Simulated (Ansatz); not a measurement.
Ba$_{2}$SrWO$_{6}$:
```cif
data_Ba2O6SrW
_chemical_formula_sum 'Ba2 Sr1 W1 O6'
_space_group_name_H-M_alt 'P 1'
_space_group_IT_number 1
_cell_length_a 5.97832
_cell_length_b 5.97832
_cell_length_c 6.10452
_cell_angle_alpha 60.367
_cell_angle_beta 119.633
_cell_angle_gamma 119.893
loop_
_space_group_symop_operation_xyz
  'x, y, z'
loop_
_atom_site_label
_atom_site_type_symbol
_atom_site_fract_x
_atom_site_fract_y
_atom_site_fract_z
_atom_site_occupancy
Ba1 Ba 0.24726 0.75274 0.23824 1
Ba2 Ba 0.75274 0.24726 0.76176 1
Sr1 Sr 0.00000 0.00000 0.50000 1
W1 W 0.50000 0.50000 0.00000 1
O1 O 0.22838 0.31803 0.17266 1
O2 O 0.77162 0.68197 0.82734 1
O3 O 0.31803 0.22838 0.82734 1
O4 O 0.68197 0.77162 0.17266 1
O5 O 0.71851 0.28149 0.29737 1
O6 O 0.28149 0.71851 0.70263 1
```

Relaxed with PBEsol.

Task: Which orbitals make up the states near the band edges in the program Ansatz at the PBEsol level (PAW)?

Result: Top 1 eV of the valence band: O 2p 94 %. Bottom 1 eV of the conduction band: W 5d 56 %, O 2p 28 %, outside the projected shells 12 %. Projections are on Löwdin-orthogonalised atomic valence shells; empty p or d shells of many metals are not among them.

Task: Tabulate the density of states.

Result: States/eV per cell of 10 atoms, in 0.25 eV bins, energy from the valence-band maximum.

```tsv
E (eV)	total	O 2p	W 5d	Ba 6s
-7.85	0.00	0.00	0.00	0.00
-7.60	0.00	0.00	0.00	0.00
-7.35	0.00	0.00	0.00	0.00
-7.10	0.00	0.00	0.00	0.00
-6.85	0.00	0.00	0.00	0.00
-6.60	0.00	0.00	0.00	0.00
-6.35	0.00	0.00	0.00	0.00
-6.10	0.00	0.00	0.00	0.00
-5.85	0.00	0.00	0.00	0.00
-5.60	0.00	0.00	0.00	0.00
-5.35	0.00	0.00	0.00	0.00
-5.10	0.00	0.00	0.00	0.00
-4.85	0.00	0.00	0.00	0.00
-4.60	0.00	0.00	0.00	0.00
-4.35	0.64	0.41	0.15	0.00
-4.10	10.73	7.00	2.62	0.12
-3.85	13.06	8.35	3.49	0.16
-3.60	15.20	9.50	4.37	0.07
-3.35	8.11	5.63	1.39	0.01
-3.10	0.26	0.20	0.02	0.00
-2.85	0.00	0.00	0.00	0.00
-2.60	0.81	0.71	0.01	0.02
-2.35	5.47	4.91	0.04	0.09
-2.10	11.95	10.79	0.04	0.16
-1.85	5.55	5.03	0.01	0.04
-1.60	4.51	4.13	0.01	0.02
-1.35	9.44	8.66	0.02	0.07
-1.10	15.06	13.93	0.04	0.21
-0.85	10.78	10.02	0.03	0.10
-0.60	16.18	15.24	0.04	0.07
-0.35	12.52	11.98	0.02	0.02
-0.10	3.74	3.59	0.01	0.00
0.15	0.00	0.00	0.00	0.00
0.40	0.00	0.00	0.00	0.00
0.65	0.00	0.00	0.00	0.00
0.90	0.00	0.00	0.00	0.00
1.15	0.00	0.00	0.00	0.00
1.40	0.00	0.00	0.00	0.00
1.65	0.00	0.00	0.00	0.00
1.90	0.00	0.00	0.00	0.00
2.15	0.00	0.00	0.00	0.00
2.40	0.00	0.00	0.00	0.00
2.65	0.00	0.00	0.00	0.00
2.90	0.24	0.04	0.13	0.03
3.15	2.18	0.48	1.19	0.17
3.40	5.74	1.50	3.15	0.27
3.65	8.55	2.57	4.81	0.18
3.90	7.27	2.38	4.22	0.05
4.15	0.02	0.01	0.01	0.00
4.40	0.00	0.00	0.00	0.00
4.65	0.00	0.00	0.00	0.00
4.90	0.24	0.01	0.01	0.03
5.15	0.52	0.02	0.02	0.05
5.40	0.82	0.04	0.03	0.09
5.65	1.80	0.09	0.05	0.22
5.90	5.51	0.27	0.17	0.43
6.15	8.93	0.42	0.26	0.46
6.40	9.71	0.51	0.35	0.50
6.65	11.84	0.67	0.53	0.77
6.90	10.55	0.61	0.54	0.71
7.15	7.96	0.43	0.33	0.59
7.40	8.06	0.42	0.25	0.69
7.65	5.10	0.25	0.13	0.41
```

Space group C2/m. The workflow started from a Materials Project entry (that database holds measured and hypothetical structures alike); the Crystallography Open Database copy checked does not list it. Whether it is the stable phase at ambient conditions was not checked. The cell was relaxed with PBEsol under the symmetry of its start; whether a distortion lowers the energy is not shown. The run is not spin-polarised. No Hubbard U is applied. Scalar-relativistic: spin–orbit coupling is off unless named, which matters more the heavier the elements.

Potentials: the later of the program's two PAW sets.
